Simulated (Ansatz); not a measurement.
## Two-dimensional strain map in ZrS

Method: DFT PBEsol, scalar-relativistic, plane waves, PAW in Ansatz 0.2.0. Settings: plane waves to 420 eV, k-mesh 16×16×16 (Γ-centred), Gaussian smearing 0.15 eV. No spin polarisation. Energies are free energies at this smearing, counted from the undisturbed cell; pressure is positive in compression.

The undisturbed cell (as given, not relaxed at this level; it stands at -6.5 GPa, and it needn't be the usual structure):

```
Zr S
1.0
     0.00000    2.62500    2.62500
     2.62500    0.00000    2.62500
     2.62500    2.62500    0.00000
Zr S
1 1
Direct
  0.00000 0.00000 0.00000
  0.50000 0.50000 0.50000
```

The cell is strained by p along both x and y and by q along z, fractional coordinates fixed. Points are written (p, q).

Energy above the undisturbed cell in meV/atom (a dash: not computed):

```
 p \ q  -0.030  -0.015  0.000  0.015  0.030
-0.030    -3.0    -9.2   -6.8    2.6   17.7
-0.015   -14.2   -18.0  -13.2   -1.5   15.9
 0.000    -5.5    -7.2    0.0   14.2   33.8
 0.015    19.6    20.2   29.6   46.1   68.2
 0.030    58.1    61.1   72.7   91.5  116.0
```

Pressure in GPa:

```csv
p \ q,-0.030,-0.015,0.000,0.015,0.030
-0.030,7.0,4.4,2.3,0.4,-1.1
-0.015,1.9,-0.5,-2.5,-4.2,-5.7
0.000,-2.2,-4.5,-6.5,-8.1,-9.4
0.015,-5.6,-7.8,-9.7,-11.2,-12.5
0.030,-8.4,-10.5,-12.2,-13.7,-14.9
```